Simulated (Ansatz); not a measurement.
# MgCu$_{4}$Sn: pressure against volume

MgCu$_{4}$Sn, F-43m, a = 6.989 Å. The structure is a COD entry; whether it is the stable form wasn't checked. Ansatz: r2SCAN, PAW, 500 eV, Γ-centred 10×10×10 mesh on 6 atoms, Gaussian smearing 0.10 eV; no spin polarisation. Shape and atoms are relaxed at each volume; pressure is positive in compression.

| V (Å³/atom) | P (GPa) |
| --- | --- |
| 12.520 | ? |
| 12.946 | 13.76 |
| 13.373 | 8.34 |
| 13.800 | 3.80 |
| 14.227 | -0.01 |
| 14.654 | -3.19 |
| 15.081 | -5.85 |
| 15.650 | -8.72 |

Question: Take V0 = 14.227 Å³/atom, count pressures from its P0 = -0.01 GPa, fit the third-order Birch–Murnaghan form to the other rows, and predict the missing pressure.

Answer: With the Eulerian strain f = ½[(V0/V)^(2/3) − 1] and y = (P − P0)/[3f(1 + 2f)^(5/2)], the form is the line y = B0 + 1.5 B0 (B0′ − 4) f. Rows (f, y): 0.03246, 120.8; 0.02107, 119.1; 0.01026, 117.7; -0.00976, 114.1; -0.01906, 112.6; -0.03079, 110.5. Means f = 0.0006967, y = 115.80; Σ(Δf)² = 0.003007, ΣΔfΔy = 0.4921; the slope is their ratio. y = 115.7 + 163.7 f GPa, so B0 = 115.7 GPa and B0′ = 4 + 2 × (163.7)/(3 × 115.7) = 4.94. At V = 12.520, f = 0.04447, y = 122.98 and P = 20.29 GPa. The run gave 20.25 GPa, so the fit is 0.04 GPa too high, a small miss on the scale of the series.

Cost: 8 runs of about 13 core-minutes in all, on Oxide Virtual Turin-like Processor (Zen 5) (shared hosts).